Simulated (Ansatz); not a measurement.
WC:
```xyz
2
Lattice="2.7043 0.0000 0.0000 0.0000 2.7043 0.0000 0.0000 0.0000 2.7043" Properties=species:S:1:pos:R:3 pbc="T T T"
W      0.0000     0.0000     0.0000
C      1.3521     1.3521     1.3521
```

Relaxed with PBEsol. Special points in fractions of this cell's reciprocal vectors: Γ (0.000, 0.000, 0.000); X (0.000, 0.500, 0.000); M (0.500, 0.500, 0.000); R (0.500, 0.500, 0.500).

### Question
List the band energies nearest the Fermi level at these points for PBEsol (plane waves, PAW; program Ansatz).

### Answer
In eV from the Fermi level; about four levels below and three above (degenerate sets whole), none deeper than 8.9 eV; points with the same levels are listed once.

| k | below | above |
|---|---|---|
| Γ | -5.27 -5.27 | 0.09 0.09 0.09 |
| X | -4.11 -3.47 -3.47 | 3.54 4.72 7.19 7.19 |
| M | -4.52 -4.52 -4.20 -0.03 -0.03 | 1.25 3.55 5.86 |
| R | -8.52 -8.52 -8.52 -8.07 | 6.14 6.14 7.91 7.91 7.91 |

Space group Pm-3m (CsCl type). The cell is a constructed one: a structure type filled with these elements; neither database checked (COD, Materials Project) lists it. It is not the phase usual at ambient conditions (space group No. 187). The PBEsol relaxation kept the symmetry of its start; whether a distortion lowers the energy is not shown. The run is not spin-polarised. Scalar-relativistic: spin–orbit coupling is off unless named, which matters more the heavier the elements.

Potentials: the earlier of the program's two PAW sets. The files were generated under PBE; for other functionals the program regenerates the frozen cores, and for LDA and PBEsol the local potential too.
